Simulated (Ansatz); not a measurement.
MgSe (wurtzite, space group No. 186), plane-wave PAW r²SCAN (Ansatz code). The conduction-band minimum lies at Γ, with 1 equivalent valley. Second derivatives d²E/dk² of the lowest band at one valley (eV·Å²), along Cartesian directions:

```
direction  d²E/dk²
---------  -------
[100]        34.74
[010]        34.74
[001]        36.82
[110]        34.74
[101]        35.78
[011]        35.78
```

**Question.** Find the principal effective masses, the density-of-states mass and the conductivity mass.

**Answer.** Off-diagonal terms follow from H_xy = H[110] − (H_xx + H_yy)/2, and m*/mₑ = 7.620 eV·Å² over each eigenvalue: 0.21, 0.22, 0.22. One valley's DOS mass (m₁m₂m₃)^(1/3) = 0.22, conductivity mass 3/(Σ 1/mᵢ) = 0.22 mₑ.

**Question.** What effective density of states Nc follows at 300 K for parabolic valleys?

**Answer.** Nc = 2.509e19 × 1 × (0.22)^(3/2) ≈ 2.6e18 cm⁻³.

Space group P6_3mc (wurtzite). The workflow started from a Materials Project entry (that database holds measured and hypothetical structures alike); the Crystallography Open Database copy checked does not list it. COD files the formula under space group No. 225, so this cell is another polymorph or a model. Its standing as an ambient phase is unchecked. The r²SCAN relaxation kept the symmetry of its start; whether a distortion lowers the energy is not shown. Scalar-relativistic: spin–orbit coupling is off unless named, which matters more the heavier the elements.

Potentials: the later of the program's two PAW sets.

Edges and masses are those of Kohn–Sham bands, whose gap is no quasiparticle gap.
